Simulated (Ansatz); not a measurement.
Sr (fcc, Cu type), conventional cell a = b = c = 6.100 Å, α = β = γ = 90.00°. The calculation uses the primitive cell of 1 atom, to which meshes and values per cell refer.

Grid over V/V₀ and (c/a)/(c/a)₀, subscript 0 meaning the relaxed cell; the conventional c axis lies along z; no internal relaxation.

The numbers are results of r2SCAN (plane waves to 500 eV, PAW, scalar-relativistic; Ansatz, an electronic-structure program), not measurements. k mesh 13×13×13 (Γ-centred), Fermi-Dirac smearing 0.05 eV. Stress and pressure are positive under compression. With partly filled bands, the response to shear is sensitive to the k mesh, so small differences along c/a are uncertain. Sr was relaxed with its symmetry unable to fall. 

Problem. What σxx (GPa) does the calculation give at all points of the grid V/V₀ = 0.920, 0.960, 1.000, 1.040, 1.080 by (c/a)/(c/a)₀ = 0.880, 0.940, 1.000, 1.060, 1.120?

Solution. σxx (GPa), with V/V₀ across and (c/a)/(c/a)₀ down:

```csv
(c/a)/(c/a)₀ \ V/V₀,0.920,0.960,1.000,1.040,1.080
0.880,1.0,0.4,-0.1,-0.5,-0.9
0.940,1.0,0.5,-0.1,-0.5,-0.9
1.000,1.1,0.5,0.0,-0.4,-0.8
1.060,1.2,0.6,0.1,-0.3,-0.7
1.120,1.3,0.7,0.3,-0.2,-0.5
```

(Under strain, the slope of the energy per volume gives the stress and its curvature an elastic modulus.)
